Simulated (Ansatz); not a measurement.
Values for one crystal, relaxed and computed with DFT-PBEsol in the program Ansatz with PAW potentials; other levels are named.

| Quantity | Value |
|---|---|
| Volume per atom | 21.09 Å³ |
| Electronic character | metallic (no gap) |
| Density of states at the Fermi level | 0.56 states/eV per atom (mean over ±0.08 eV) |
| Hill bulk and shear moduli | 70.4 and 15.8 GPa |
| Zone-centre stability | no imaginary mode at Γ |
| Debye temperature from the elastic constants | 194 K |
| Pressure derivative B′ | 6.6 |

Which compound is it?
(A) LaF, P6_3/mmc (La on 2c, F on 2d)
(B) LaMnO3, C2/c (La on 4e, Mn on 4d, O on 8f, O on 4e)
(C) TiC, P6_3/mmc (Ti on 2c, C on 2d)
(D) TiAs, P6_3/mmc (Ti on 4f, As on 2a, As on 2d)

A, LaF, P6_3/mmc (La on 2c, F on 2d)

The workflow started from a Materials Project entry (that database holds measured and hypothetical structures alike); the Crystallography Open Database copy checked does not list it. Its standing as an ambient phase is unchecked. The cell was relaxed with PBEsol under the symmetry of its start. As this level gives no gap, shear constants depend on the k-mesh and smearing (Fermi–Dirac, 0.1 eV here). Scalar-relativistic: spin–orbit coupling is off unless named, which matters more the heavier the elements.

Potentials: the later of the program's two PAW sets.
